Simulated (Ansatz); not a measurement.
InGa₂As₃ as one 6-atom ordering (Imm2) on the zincblende lattice: a band-structure calculation in Ansatz 0.2.0 (PBE). The cell was relaxed beforehand with r2SCAN.

Input file:
```yaml
crystal:
  lattice:
    - [-2.050556799, 6.1616740776, 2.913756797]
    - [2.050556799, -6.1616740776, 2.913756797]
    - [2.050556799, 6.1616740776, -2.913756797]
  atoms:
    - { symbol: Ga, position: [0.6695360979, 1.0005095567, 0.6690265413] }
    - { symbol: As, position: [0.4375258999, 0.2626395095, 0.1748863904] }
    - { symbol: Ga, position: [0.3314830154, 0.0005095567, 0.3309734587] }
    - { symbol: As, position: [0.0877531191, 0.2626395095, 0.8251136096] }
    - { symbol: In, position: [0.0006281254, 0.0006281254, 0.0] }
    - { symbol: As, position: [0.7230737422, 0.2230737422, 0.5] }
kpoints:
  mp_grid: { grid: [8, 8, 8] }
  band_path:
    path:
      - [[0.0, 0.0, 0.0], [0.5, -0.5, 0.5], [0.2776876547243, -0.2776876547243, 0.7223123452757]]
      - [[-0.2776876547243, 0.2776876547243, 0.2776876547243], [0.0, 0.0, 0.0], [0.3059048083293, 0.3059048083293, -0.3059048083293]]
      - [[0.6940951916707, -0.3059048083293, 0.3059048083293], [0.5, -0.5, 0.5]]
      - [[0.0, 0.0, 0.0], [-2.901424124701e-18, 0.5, 2.901424124701e-18], [0.25, 0.25, 0.25], [0.5, -2.901424124701e-18, 2.901424124701e-18], [0.0, 0.0, 0.0], [-5.532946462494e-18, 5.532946462494e-18, 0.5], [0.25, 0.25, 0.25]]
    npoints: 10
hamiltonian:
  xc: pbe
scf:
  occupations: { method: fermi_dirac, width: 0.02 }
  n_extra_bands: 5
output:
  forces: true
  stress: true
  eigenvalues: true
  write_density: true
  write_potential: true
  elf: true
  volumetric_format: npy
```

Command: `ansatz run input.yaml --threads 2 --pin off --max-ram 29491MiB --backend cpu --events-out ev --progress --plain --runs-dir out`. It took 45 s on 2 threads of AMD EPYC 7R13 Processor (Zen 3) (shared host); peak host memory 1 GiB.

The output, standing remarks left out:
```
scf.n_extra_bands = 5 over 42 filled bands (N_el = 84.0): the run solves 47 bands
Functional definition: PBE
Crystal: 6 atoms, lattice volume = 147.260 Å³
Basis set: ecut = 420 eV, 2867 PW (Γ), FFT grids on a1+a2, a2, a2+a3
Symmetry: 4 space group operations
Space group: Imm2 (ITA 44)
k-points: 95 of 512 (time reversal used)
SCF iter   1: HF=-27734.083215 eV  Δρ=1.92e-3  dr2=1.02e-2
SCF iter   2: HF=-27734.077788 eV  Δρ=1.23e-3  dr2=3.91e-3
SCF iter   3: HF=-27734.077373 eV  Δρ=6.99e-4  dr2=6.81e-4
SCF iter   4: HF=-27734.077015 eV  Δρ=2.79e-4  dr2=1.25e-4
SCF iter   5: HF=-27734.077069 eV  Δρ=9.57e-5  dr2=1.97e-5
SCF iter   6: HF=-27734.077097 eV  Δρ=3.57e-5  dr2=1.91e-6
SCF iter   7: HF=-27734.077099 eV  Δρ=1.84e-5  dr2=3.30e-7
SCF iter   8: HF=-27734.077099 eV  Δρ=3.08e-6  dr2=1.06e-8
SCF 1 converged in 8 iterations: F = -27734.077099 eV  dr2 = 1.06e-8
Free energy (F): -27734.077099 eV
Internal energy: -27734.076976 eV  (E = F + TS)
E sigma→0 (E₀):  -27734.077038 eV
Entropy (-TS):   -0.000123 eV (-0.020 meV/atom)
Fermi energy:    7.996436 eV
--- Forces (eV/Å), atoms counted from 1 ---
  atom   1  Ga      0.00000      0.00001    -0.01935
  atom   2  As      0.00000    -0.02252      0.00390
  atom   3  Ga      0.00000    -0.00001    -0.01935
  atom   4  As      0.00000      0.02252      0.00390
  atom   5  In      0.00000      0.00000      0.02646
  atom   6  As      0.00000      0.00000      0.00445
--- Stress (GPa, compression-positive) ---
        2.465167       0.000000       0.000000
        0.000000       2.470924       0.000000
        0.000000       0.000000       2.460633
  P = ⅓ Tr σ = 2.4656 GPa (24.656 kbar)
```

Levels along the path, in eV from the valence top (v1 is the last filled band, c1 the first empty one):

| point | distance (1/Å) | v3 | v2 | v1 | c1 | c2 | c3 |
| --- | --- | --- | --- | --- | --- | --- | --- |
| Γ | 0.00 | -0.10 | -0.07 | 0.00 | 0.05 | 1.85 | 2.61 |
| · | 0.25 | -1.17 | -0.69 | -0.09 | 1.43 | 1.71 | 2.74 |
| X | 0.51 | -1.76 | -0.71 | -0.30 | 1.36 | 1.71 | 2.02 |
| · | 0.85 | -1.94 | -1.74 | -1.52 | 1.86 | 1.96 | 2.33 |
| F₀ | 1.19 | -2.42 | -2.23 | -1.40 | 1.64 | 1.83 | 2.20 |
| Σ₀ | 1.19 | -2.42 | -2.23 | -1.40 | 1.64 | 1.83 | 2.20 |
| · | 1.53 | -2.79 | -1.96 | -0.56 | 2.31 | 2.99 | 3.19 |
| · | 1.96 | -0.63 | -0.16 | -0.08 | 0.63 | 2.05 | 2.78 |
| Γ | 2.04 | -0.10 | -0.07 | 0.00 | 0.05 | 1.85 | 2.61 |
| · | 2.31 | -1.54 | -0.64 | -0.52 | 1.86 | 1.97 | 2.55 |
| · | 2.64 | -1.35 | -1.09 | -0.78 | 1.27 | 1.28 | 2.02 |
| Λ₀ | 2.70 | -1.09 | -0.91 | -0.68 | 1.05 | 1.13 | 1.84 |
| G₀ | 2.70 | -1.09 | -0.91 | -0.68 | 1.05 | 1.13 | 1.84 |
| · | 2.83 | -1.00 | -0.99 | -0.50 | 1.01 | 1.25 | 1.72 |
| · | 3.04 | -1.65 | -0.74 | -0.32 | 1.35 | 1.76 | 1.86 |
| X | 3.12 | -1.76 | -0.71 | -0.30 | 1.36 | 1.71 | 2.02 |
| Γ | 3.12 | -0.10 | -0.07 | 0.00 | 0.05 | 1.85 | 2.61 |
| · | 3.31 | -1.47 | -0.22 | -0.20 | 1.13 | 2.48 | 3.12 |
| · | 3.78 | -1.80 | -0.95 | -0.94 | 1.03 | 2.22 | 2.23 |
| R | 4.06 | -2.32 | -1.12 | -1.09 | 0.87 | 3.25 | 3.47 |
| · | 4.11 | -2.14 | -1.18 | -1.13 | 0.96 | 3.12 | 3.58 |
| · | 4.24 | -1.91 | -1.65 | -1.28 | 1.65 | 2.54 | 3.92 |
| W | 4.31 | -2.33 | -1.47 | -1.43 | 2.09 | 2.13 | 4.06 |
| · | 4.46 | -2.43 | -1.35 | -1.26 | 2.11 | 2.22 | 3.74 |
| · | 4.85 | -1.44 | -1.22 | -1.01 | 1.95 | 2.74 | 2.95 |
| S | 5.08 | -1.54 | -1.08 | -0.83 | 0.87 | 2.17 | 2.61 |
| · | 5.20 | -1.40 | -1.26 | -0.82 | 1.26 | 2.12 | 2.54 |
| · | 5.50 | -1.46 | -0.28 | -0.23 | 1.22 | 1.89 | 2.62 |
| Γ | 5.67 | -0.10 | -0.07 | 0.00 | 0.05 | 1.85 | 2.61 |
| · | 5.84 | -1.21 | -0.32 | -0.18 | 1.14 | 2.45 | 3.14 |
| · | 6.24 | -2.54 | -2.07 | -1.14 | 2.15 | 2.40 | 2.81 |
| T | 6.48 | -2.55 | -1.93 | -1.89 | 1.44 | 1.72 | 3.12 |
| · | 6.59 | -2.60 | -1.90 | -1.85 | 1.62 | 1.89 | 2.79 |
| · | 6.86 | -2.44 | -1.56 | -1.54 | 2.12 | 2.18 | 3.27 |
| W | 7.02 | -2.33 | -1.47 | -1.43 | 2.09 | 2.13 | 4.06 |

Planar averages along the third cell vector, from rho_z.tsv and v_z.tsv (valence density with its augmentation; electrostatic potential energy of an electron, of which only differences have a meaning):
```
z (Å)  ρ (e/Å³)  v_es (eV)
 0.00     0.478       4.61
 0.47     0.495       5.16
 0.95     0.599       5.90
 1.42     0.612       6.33
 1.90     0.574       6.13
 2.37     0.658       5.70
 2.85     0.528       6.25
 3.32     0.573       6.82
 3.56     0.603       6.87
 4.03     0.523       6.62
 4.51     0.601       5.86
 4.98     0.631       5.83
 5.46     0.570       6.33
 5.93     0.633       6.16
 6.41     0.538       5.57
 6.88     0.480       4.77
```

PBE gives a direct gap of 0.05 eV at Γ. (With 0.02 eV of smearing so small a gap leaves both edges partly filled, and it could close between the points sampled.) The gap is the least over the mesh and the extra points. With the atoms held, the mean pressure is +2.47 GPa (compression positive). The largest force is 0.03 eV/Å.

Simulation only: spin-unpolarised, and no claim that this is the phase found in nature.

No spin-orbit coupling is included; it can move band edges with weight on the heavy atoms by tenths of an eV.
